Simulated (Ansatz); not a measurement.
## Stress against strain in WC

```yaml
crystal:
  lattice:
    - [2.90050, 0.00000, 0.00000]
    - [-1.45025, 2.51191, 0.00000]
    - [0.00000, 0.00000, 2.82900]
  atoms:
    - { symbol: W, position: [0.00000, 0.00000, 0.00000] }
    - { symbol: C, position: [0.66667, 0.33333, 0.50000] }
```

Atoms are numbered in the order listed.

Structure: COD 2102244, as refined from experiment and not relaxed.

Spin–orbit coupling is left out, though it moves levels of the heavy atoms by tenths of an eV or more.

These are results of Ansatz 0.2.0, DFT, PBEsol, all-electron LAPW, scalar-relativistic, not measurements.

Numerical set-up: a Γ-centred 13×13×12 k mesh, Fermi–Dirac smearing of 0.05 eV, basis error target 1 meV/atom, no spin polarisation.

The strain is applied along the Cartesian axes of the cell as listed (γ is the engineering shear, twice εxy = εyz = εzx). Fractional coordinates are held (clamped ions).

σ is the change of stress from the unstrained cell, which is at -0.77 GPa; tension is positive, so slopes are stress–strain coefficients at that pressure. In a metal the k mesh adds noise.

Only quantities that a quadratic follows smoothly over the whole series are listed; rougher ones are left out.

```
      γ  σxy (GPa)  σyz (GPa)
-0.0300      -7.90      -9.87
-0.0200      -5.11      -6.52
 0.0000       0.00       0.00
 0.0100       2.41       3.15
 0.0200       4.83       6.22
 0.0300       7.26       9.21
```

Task: Fit the series and read off the stiffness at zero strain.

Result: Least-squares fits y = p0 + p1 x + p2 x² to the rows give σxy (GPa): p1 = 251, p2 = -320; σyz (GPa): p1 = 318, p2 = -370.

Task: One run, at γ = -0.0100, is withheld. Predict its row.

Result: The fits give -2.57, -3.22; the run gave -2.48, -3.23.
